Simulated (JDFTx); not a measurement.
System: Ir(110) (Fm-3m bulk; lattice of mp-101, not re-optimised at this level), 1x1 cell of 8 atoms in 8 planes, area 10.50 Å² a face, 9.3 Å between the outermost planes in a cell 25.5 Å high; k mesh 8×6×1, Fermi width 0.01 Ha, no spin polarisation.

Computed with JDFTx (a modified build): PBE, GBRV ultrasoft potentials, plane waves to 20/100 Ha. Liquid: linear PCM (GLSSA13), water, 0.5 M NaCl. Between zero charge and 0.50 V from it the run gives σ = 8.9 μC/cm², a mean capacitance of 17.7 μF/cm². The liquid has ε = 78.4, a 1:1 salt at 0.5 M with linear (Debye) response, and T = 298 K.

Worked example: the Debye length, the diffuse-layer capacitance, and the inner capacitance that is left when the two stand in series.

Each ion has density c = 0.5 × 6.022×10⁻⁴ = 3.011e-04 Å⁻³. λ² = ε kT / (8π (e²/4πε₀) c) with kT = 0.02568 eV and e²/4πε₀ = 14.40 eV Å gives λ = 4.30 Å; the log prints 4.30 Å. C_diffuse = ε₀ε/λ = 161 μF/cm². Then 1/C_inner = 1/17.7 − 1/161, so C_inner = 19.9 μF/cm², which equals a vacuum gap of ε₀/C_inner = 0.44 Å. The diffuse layer takes 11 % of the potential drop; the rest lies between the electrode's charge and the onset of the dielectric, with the electrode's own (quantum) capacitance in it. The split is a model: in the calculation solvent and ions share one smooth cavity.
